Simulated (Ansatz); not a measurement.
NbAs2 (space group C2/m)

```xyz
6
Lattice="4.6669 -1.6807 0.0000 4.6669 1.6807 0.0000 -3.8139 0.0000 6.7729" Properties=species:S:1:pos:R:3 pbc="T T T"
Nb     0.7176     0.0000     1.3248
Nb     4.8023     0.0000     5.4481
As     6.2169     0.0000     3.1950
As    -0.6970     0.0000     3.5778
As     2.1507     0.0000     6.0399
As     3.3692     0.0000     0.7329
```

The slice is a (100) plane (indices of the conventional cell) through the point (0.141, 0.141, 0.528) (fractional), spanned by u = [1 -1 0] and v = [001] in vectors of this cell: u (3.36 Å) and v (7.77 Å, at 90° to u). It covers one period; positions are fractions (u, v).

These are PBEsol (plane waves to 420 eV, PAW, scalar-relativistic; Ansatz, a program for electronic structure) values and carry that method's errors. k mesh 15×15×7. Near the nuclei the fields are pseudised (PAW); where an atom keeps semicore shells as valence, they peak there. At this level the bands of NbAs2 touch or barely overlap. NbAs2 is run without spin polarisation. NbAs2 was relaxed with its symmetry unable to fall.

Three fields on this plane, each scaled to ten steps between its own extremes (0 low, 9 high; the total valence density on a logarithmic scale, the potential cut 8 eV below its top; x marks points blanked near nuclei; v = 0 in the bottom row):

Map A
```
|xxx6116xx|
|xx840048x|
|986200268|
|321111112|
|xx212212x|
|xxx1331xx|
|xxx1221xx|
|xxx1441xx|
|xx258852x|
|0168xx861|
|147xxxx74|
|147xxxx74|
|027xxxx72|
|016xxxx61|
|003899830|
|111344311|
|665311356|
|xx863368x|
|xxx8448xx|
|xxx7337xx|
```

Map B
```
|xxx6336xx|
|xx852258x|
|986322368|
|986433468|
|xx954459x|
|xxx7557xx|
|xxx8558xx|
|xxx7557xx|
|xx977779x|
|6789xx987|
|458xxxx85|
|359xxxx95|
|248xxxx84|
|026xxxx62|
|013688631|
|223455432|
|765433456|
|xx864468x|
|xxx7447xx|
|xxx8448xx|
```

Map C
```
|xxx3883xx|
|xx069960x|
|125899852|
|003788730|
|xx037730x|
|xxx0660xx|
|xxx0550xx|
|xxx0660xx|
|xx035530x|
|0120xx021|
|760xxxx06|
|860xxxx06|
|970xxxx07|
|984xxxx48|
|998533589|
|888877888|
|346888864|
|xx068860x|
|xxx3883xx|
|xxx1881xx|
```

**Question.** Assign the maps to these fields: electron localisation function (ELF); valence electron density; electrostatic potential energy of an electron, from the cell's mean.

**Answer.** A is the electron localisation function (ELF); B is the valence electron density; C is the electrostatic potential energy of an electron, from the cell's mean.
